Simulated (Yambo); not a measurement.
Yambo run on a free-standing CdClOH monolayer (symmetry P3m1, slab cell 16.5 Å high). The wavefunctions come from this Quantum ESPRESSO step (PBEsol, PseudoDojo standard norm-conserving files, fully relativistic):

```
&CONTROL
  calculation = 'nscf'
  pseudo_dir = './pseudo'
  outdir = './out'
/
&SYSTEM
  ibrav = 0
  nat = 4
  ntyp = 4
  ecutwfc = 102.0
  ecutrho = 408.0
  occupations = 'fixed'
  force_symmorphic = .true.
  nbnd = 202
  noncolin = .true.
  lspinorb = .true.
  assume_isolated = '2D'
/
&ELECTRONS
  conv_thr = 4e-09
  diago_full_acc = .true.
  diago_thr_init = 1e-08
/
ATOMIC_SPECIES
H 1.0080 H.upf
O 15.9990 O.upf
Cl 35.4500 Cl.upf
Cd 112.4140 Cd.upf
CELL_PARAMETERS angstrom
  3.645970323055   0.000000000000   0.000000000000
 -1.822985161527   3.157502921210   0.000000000000
  0.000000000000   0.000000000000  16.500000000000
ATOMIC_POSITIONS crystal
H   0.000000000000   0.000000000000   0.106317471850
O   0.000000000000   0.000000000000   0.047638904950
Cl   0.333333333333   0.666666666667  -0.106317471850
Cd   0.666666666667   0.333333333333  -0.014919953950
K_POINTS automatic
6 6 1 0 0 0
```

Yambo input:

```
rim_cut
gw0
dyson
el_el_corr
HF_and_locXC
ppa
em1d
rim_w
RandQpts= 1000000
RandGvec= 2 Ry
CUTGeo= "slab z"
EXXRLvcs= 102 Ry
VXCRLvcs= 408 Ry
Chimod= "HARTREE"
% BndsRnXp
 9 | 200 |
%
NGsBlkXp= 6 Ry
% LongDrXp
 1.0 | 1.0 | 0.0 |
%
RandGvecW= 1000 mRy
PPAPntXp= 27.2114 eV
% GbndRnge
 1 | 200 |
%
GTermKind= "BG"
DysSolver= "n"
ExtendOut
% QPkrange
 1 | 1 | 32 | 36 |
 4 | 4 | 34 | 35 |
 7 | 7 | 34 | 35 |
%
```

k points by index: 1 = Γ, 4 = M, 7 = K.

Table of the .qp output:

```
#    K-point    Band    Eo [eV]    E [eV]    E-Eo [eV]    Vxc [eV]    Vnlxc [eV]    Sc|Eo [eV]    Sc|E [eV]    dSc/dw|Eo [eV]    Re(Z)    Im(Z)
#
    1    32    -0.041938    -1.694655    -1.652717    -17.00517    -21.56935    2.524815    2.911460    -6.365444    0.810419    -0.001403
    1    33    -0.45467E-12    -1.654094    -1.654094    -16.64541    -21.10644    2.421916    2.806937    -6.333439    0.811192    -0.001398
    1    34    0.000000    -1.654091    -1.654091    -16.64541    -21.10644    2.421919    2.806939    -6.333439    0.811192    -0.001398
    1    35    2.453895    3.539560    1.085665    -8.386760    -5.177878    -1.970205    -2.123216    -3.834792    0.876480    -0.001063
    1    36    2.453895    3.539562    1.085668    -8.386760    -5.177879    -1.970202    -2.123213    -3.834793    0.876480    -0.001063
    4    34    -0.196113    -1.806260    -1.610147    -17.51605    -22.29260    2.780907    3.166404    -6.514281    0.806842    -0.001438
    4    35    5.112513    6.955423    1.842910    -12.28445    -7.553390    -2.569678    -2.888145    -4.701997    0.852662    -0.001246
    7    34    -0.342655    -1.998138    -1.655482    -17.35051    -22.20413    2.802321    3.198133    -6.505434    0.807054    -0.001440
    7    35    5.902173    8.095228    2.193055    -15.02665    -9.658068    -2.745353    -3.175528    -5.337326    0.836019    -0.001203
```
(The two width columns are left out.) Convergence of these settings isn't established.

Geometry relaxed with PBEsol.

This is a model layer cut from the bulk structure; whether it is stable on its own was not checked.
